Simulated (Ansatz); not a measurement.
**Re (hcp)**

The computed numbers are results of PBE, scalar-relativistic (no spin polarisation) in the plane-wave PAW code Ansatz at 420 eV, 18×18×10 k-mesh, Gaussian smearing of 0.05 eV; PAW files: Ansatz's generated set soft_2.

```xyz
2
Lattice="2.7745 0.0000 0.0000 -1.3872 2.4028 0.0000 0.0000 0.0000 4.4852" Properties=species:S:1:pos:R:3 pbc="T T T"
Re    0.0000    1.6018    3.3639
Re    1.3872    0.8009    1.1213
```

Q: Which orbitals carry the states at the Fermi level, and how many states are there?

A: Within 0.1 eV of it: Re 5d 94 % (shares among the projected shells). The density of states at the Fermi level is about 1.5 states/eV per cell, averaged over 0.3 eV.

Density of states (tetrahedra, averaged over 0.3 eV; states/eV per cell of 2 atoms; energy in eV from the Fermi level):

```tsv
E (eV)	DOS
-7.60	0.23
-7.30	0.27
-7.00	0.33
-6.70	0.43
-6.40	1.06
-6.10	1.47
-5.80	1.54
-5.50	1.86
-5.20	2.01
-4.90	1.93
-4.60	1.55
-4.30	1.66
-4.00	2.15
-3.70	1.78
-3.40	2.52
-3.10	2.43
-2.80	1.28
-2.50	1.08
-2.20	2.97
-1.90	2.73
-1.60	2.47
-1.30	2.60
-1.00	2.74
-0.70	3.09
-0.40	2.23
-0.10	1.73
0.20	1.50
0.50	1.35
0.80	1.28
1.10	1.20
1.40	1.14
1.70	1.12
2.00	1.16
2.30	1.29
2.60	1.66
2.90	1.90
3.20	2.09
3.50	2.69
3.80	2.85
4.10	2.39
4.40	1.15
4.70	0.64
5.00	0.62
5.30	0.61
5.60	0.61
5.90	0.61
```

For elements this heavy, spin–orbit coupling would shift levels and gaps; it isn't included here.
